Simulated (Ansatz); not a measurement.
TaN (space group P-6m2)

```xyz
2
Lattice="2.9360 0.0000 0.0000 -1.4680 2.5427 0.0000 0.0000 0.0000 2.8847" Properties=species:S:1:pos:R:3 pbc="T T T"
Ta     0.0000     0.0000     1.4423
N      1.4680     0.8476     0.0000
```

Scan: atom 1 (Ta, nearest neighbour N at 2.226 Å; its periodic images, 2.9 Å or more away, move with it) is displaced along Cartesian [110], direction (0.707, 0.707, 0.000) in Cartesian axes, by s. The other atoms stay.

All values below come from r2SCAN (plane waves to 500 eV, PAW, scalar-relativistic; Ansatz, a program for electronic structure). k mesh 10×10×9 (Γ-centred), Fermi-Dirac smearing 0.05 eV. Energies are smeared free energies. Left out: 1 of 11 points, with atoms too close for the PAW data. With partly filled bands, energies and forces of such displacements shift with the k mesh and the smearing. At this level the bands of TaN touch or barely overlap. Spin-orbit coupling is left out, though Ta is heavy. TaN is run without spin polarisation. TaN was relaxed with its symmetry unable to fall. This is one of several known forms of TaN; the measured ambient cells at hand have space group No. 189. ΔE is measured from the undisplaced structure. The last digit holds for this mesh only.

```
s (Å)   ΔE (meV/cell)
------  -------------
-0.670         1893.2
-0.536         1435.5
-0.402          913.9
-0.268       withheld
-0.134          116.8
0.000             0.0
0.134           124.2
0.268           505.5
0.402          1146.7
0.536          1984.9
```

Fit a polynomial form (powers 2, 3, 4) to the given rows and predict ΔE at s = -0.268.

Least squares on the 9 given rows: ΔE = (6898)·s² + (1787)·s³ + (-3299)·s⁴, in meV/cell with s in Å; root-mean-square residual 2.86 meV/cell. At -0.268 the fit gives 444.0 meV/cell; the calculation gives 440.5 meV/cell, so the interpolation is off by 3.5 (+0.8 %). The quadratic term alone would give 495.4 meV/cell.

(A displaced cell: forces are minus the slopes of the energy, force constants its curvatures, and phonons follow from these.)
